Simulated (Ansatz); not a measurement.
A: AgI (zinc blende), a = b = c = 6.4499 Å, α = β = γ = 90.00°
B: Ta4GaSe8 (space group F-43m), a = b = c = 10.337 Å, α = β = γ = 90.00°
C: CsCl (CsCl type), a = b = c = 4.0687 Å, α = β = γ = 90.00°

Scan: energy against volume (even scaling of the relaxed cell, symmetry kept). One method and one kind of scan serve all of them; meshes and ranges differ. All were relaxed with their symmetry unable to fall. Spin-orbit coupling is left out. Ta4GaSe8 is run without spin polarisation.

### Question
Order them by bulk modulus (fitted) (lowest first) at the level PBEsol (plane waves to 420 eV, PAW, scalar-relativistic; Ansatz, an electronic-structure program).

### Answer
C (18.5 GPa), A (34.2 GPa), B (83.1 GPa)

(A scan under strain: stresses follow from slopes of the energy per volume, elastic moduli from its curvatures.)
